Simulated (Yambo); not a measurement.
# Excitons in CsO2H3

```
CELL_PARAMETERS angstrom
      4.25023     0.00000     0.00000
      0.00000     2.21260     4.02356
      0.00000    -2.21260     4.02356
ATOMIC_POSITIONS crystal
  H  0.50000 0.55847 0.55847
  H  0.50000 0.07118 0.45270
  H  0.50000 0.45270 0.07118
  O  0.50000 0.67951 0.67951
  O  0.50000 0.33406 0.33406
  Cs 0.00000 0.98533 0.98533
```

The geometry is that of Materials Project entry mp-626417, symmetrised and not relaxed again.

BSE in Yambo on LDA (pw.x of Quantum ESPRESSO, ONCV potentials, no spin-orbit coupling) bands: 6×8×8 mesh, 4 valence and 5 conduction bands, static screening with 40 bands and a 3 Ry block, scissor 2.63 eV, Tamm-Dancoff; field along x.

```tsv
state	energy (eV)	states within 2 meV	relative strength	class	main transitions
1	5.98	1	0.18	strong	VB → CB (94 %)
2	6.42	1	0.06	strong	VB → CB (95 %)
3	6.55	1	< 0.01	dark	VB → CB+1 (76 %)
4	6.56	1	< 0.01	dark	VB−1 → CB (92 %)
5	6.61	1	0.01	weak	VB → CB (88 %)
6	6.62	1	< 0.01	dark	VB → CB (98 %)
7	6.73	1	0.01	weak	VB → CB (100 %)
8	6.76	1	< 0.01	dark	VB → CB (100 %)
```

These are vertical excitations (zero momentum). The direct quasiparticle gap on this mesh is 6.72 eV; counted from there, state 1 is bound by 0.74 eV. Convergence with the mesh was not shown.

States at or above the direct gap are the continuum as this mesh samples it, not bound excitons.

Spin singlets only. Strengths are relative to the strongest of the lowest states of this run; strong means a line over 3 % of the spectrum's maximum, dark under 0.03 %. Absolute energies carry the error of the G0W0 scissor, whose convergence isn't established; the long-wavelength screening was taken along (1,1,1) although the crystal is anisotropic.

The structure is a Materials Project entry; no match was found in the copy of COD used, and its stability was not checked.
